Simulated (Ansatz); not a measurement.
# In3BiO3: rattling a relaxed structure

It was reached by relaxing an invented guess, and it needn't be the stable form of this composition.

Method: Ansatz 0.2.0, DFT PBE, scalar-relativistic, plane waves, PAW. Plane waves to 420 eV, a k mesh through Γ of 6×6×6 on the computed 7-atom cell and Gaussian smearing (0.02 eV); no spin polarisation.

The cell below (7 atoms, space group R3m (No. 160)) is relaxed within its symmetry.

```cif
data_structure
_symmetry_space_group_name_H-M 'P 1'
_symmetry_Int_Tables_number 1
_cell_length_a 5.3065
_cell_length_b 5.3065
_cell_length_c 5.3065
_cell_angle_alpha 98.011
_cell_angle_beta 98.011
_cell_angle_gamma 98.011
_cell_volume 144.59
loop_
_atom_site_label
_atom_site_type_symbol
_atom_site_fract_x
_atom_site_fract_y
_atom_site_fract_z
_atom_site_occupancy
In1 In 0.85102 0.36310 0.36310 1
In2 In 0.36310 0.36310 0.85102 1
In3 In 0.36310 0.85102 0.36310 1
Bi1 Bi 0.97067 0.97067 0.97067 1
O1 O 0.60288 0.18637 0.60288 1
O2 O 0.60288 0.60288 0.18637 1
O3 O 0.18637 0.60288 0.60288 1
```

For the test it was strained at random (σ = 1.5 % a component), the atoms were moved at random (σ = 0.10 Å), and all was relaxed again on a coarse 3×3×3 mesh (in the run’s order of axes) with 0.10 eV smearing, with no symmetry imposed.

These runs have no spin–orbit coupling, which can matter for Bi.

Q: What happens?

A: It returns, within 1 meV/atom of the unmoved cell on that mesh and with the same symmetry when read at 0.1 Å (P1 at 0.01 Å, so small strains and shifts remain). So it is stable against the distortions that fit this cell and that this random move excites. Modes that don't fit the cell aren't tested.
